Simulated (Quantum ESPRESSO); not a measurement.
Band energies of GaAlP₂ at -2 % biaxial strain

```
GaAlP2
1.0
    3.78352     0.00000     0.00000
    0.00000     3.78352     0.00000
    0.00000     0.00000     5.54911
Al P Ga
1 2 1
Direct
  0.50000   0.50000   0.50000
  0.00000   0.50000   0.24932
  0.50000   0.00000   0.75068
  0.00000   0.00000   0.00000
```

PBEsol (pw.x of Quantum ESPRESSO, ONCV potentials, scalar-relativistic); path ΓXMΓZRAZ,XR,MA; energies in eV from the valence-band maximum.

| k (1/Å) | point | band 9 | band 10 | band 11 | band 12 | band 13 | band 14 | band 15 | band 16 |
|---|---|---|---|---|---|---|---|---|---|
| 0.00 | Γ | -2.37 | -2.37 | -0.25 | 0.00 | 0.00 | 1.58 | 1.89 | 2.87 |
| 0.24 |  | -3.18 | -2.23 | -1.22 | -0.66 | -0.04 | 1.92 | 2.98 | 3.60 |
| 0.59 |  | -4.07 | -3.74 | -2.33 | -1.56 | -0.42 | 2.79 | 3.88 | 4.69 |
| 0.83 | X | -4.68 | -3.45 | -3.42 | -0.96 | -0.95 | 3.49 | 3.63 | 5.47 |
| 0.93 |  | -4.68 | -3.43 | -3.39 | -1.15 | -1.12 | 3.73 | 3.84 | 4.95 |
| 1.25 |  | -4.86 | -3.09 | -3.06 | -2.45 | -2.33 | 2.53 | 2.76 | 3.23 |
| 1.56 |  | -5.49 | -2.71 | -2.67 | -2.65 | -2.59 | 1.31 | 1.39 | 1.56 |
| 1.66 | M | -5.56 | -2.68 | -2.62 | -2.62 | -2.58 | 1.29 | 1.29 | 1.35 |
| 1.87 |  | -5.23 | -2.96 | -2.91 | -2.51 | -2.47 | 1.34 | 1.92 | 1.94 |
| 2.19 |  | -3.60 | -3.56 | -3.33 | -1.86 | -1.79 | 2.06 | 3.44 | 4.21 |
| 2.51 |  | -3.05 | -2.94 | -1.48 | -0.86 | -0.71 | 2.93 | 3.13 | 3.49 |
| 2.83 | Γ | -2.37 | -2.37 | -0.25 | 0.00 | 0.00 | 1.58 | 1.89 | 2.87 |
| 3.17 |  | -2.04 | -2.04 | -1.88 | -0.73 | -0.73 | 1.83 | 2.79 | 3.32 |
| 3.40 | Z | -3.16 | -1.62 | -1.62 | -1.33 | -1.33 | 2.29 | 2.65 | 3.76 |
| 3.50 |  | -3.26 | -1.68 | -1.59 | -1.42 | -1.31 | 2.44 | 2.82 | 3.86 |
| 3.82 |  | -4.64 | -1.70 | -1.64 | -1.31 | -1.09 | 2.79 | 3.41 | 4.37 |
| 4.02 |  | -5.62 | -1.44 | -1.33 | -1.04 | -0.91 | 2.04 | 3.02 | 4.18 |
| 4.23 | R | -6.02 | -1.22 | -1.16 | -0.90 | -0.85 | 1.62 | 2.64 | 4.32 |
| 4.34 |  | -5.99 | -1.27 | -1.23 | -1.12 | -1.11 | 1.86 | 2.81 | 4.46 |
| 4.65 |  | -5.61 | -3.12 | -2.85 | -1.90 | -1.89 | 3.12 | 3.77 | 3.93 |
| 4.96 |  | -5.25 | -3.79 | -3.60 | -3.10 | -3.04 | 3.91 | 4.02 | 4.82 |
| 5.06 | A | -5.25 | -3.70 | -3.45 | -3.32 | -3.32 | 4.08 | 4.08 | 4.85 |
| 5.24 |  | -5.24 | -3.86 | -3.72 | -2.78 | -2.73 | 3.62 | 3.87 | 4.90 |
| 5.51 |  | -4.99 | -3.58 | -3.56 | -1.60 | -1.53 | 2.91 | 3.27 | 5.26 |
| 5.78 |  | -4.29 | -2.87 | -2.71 | -1.19 | -1.04 | 3.39 | 3.98 | 5.00 |
| 6.06 |  | -3.43 | -1.92 | -1.68 | -1.46 | -1.24 | 2.75 | 3.17 | 4.03 |
| 6.24 | Z | -3.16 | -1.62 | -1.62 | -1.33 | -1.33 | 2.29 | 2.65 | 3.76 |
| 6.24 | X | -4.68 | -3.45 | -3.42 | -0.96 | -0.95 | 3.49 | 3.63 | 5.47 |
| 6.58 |  | -5.70 | -2.00 | -1.93 | -0.91 | -0.89 | 2.47 | 3.30 | 4.27 |
| 6.80 | R | -6.02 | -1.22 | -1.16 | -0.90 | -0.85 | 1.62 | 2.64 | 4.32 |
| 6.80 | M | -5.56 | -2.68 | -2.62 | -2.62 | -2.58 | 1.29 | 1.29 | 1.35 |
| 7.09 |  | -5.43 | -3.24 | -3.02 | -3.01 | -3.01 | 2.35 | 2.35 | 2.55 |
| 7.37 | A | -5.25 | -3.70 | -3.45 | -3.32 | -3.32 | 4.08 | 4.08 | 4.85 |

The PBEsol gap is indirect, 1.26 eV, from Γ to 9 % of the way from M to Γ; the smallest direct gap is 1.58 eV.

Spin-orbit splittings are left out.

Geometry strained from the cell relaxed with PBEsol, atoms relaxed again.

The structure is a Materials Project entry; no match was found in the copy of COD used, and its stability was not checked.
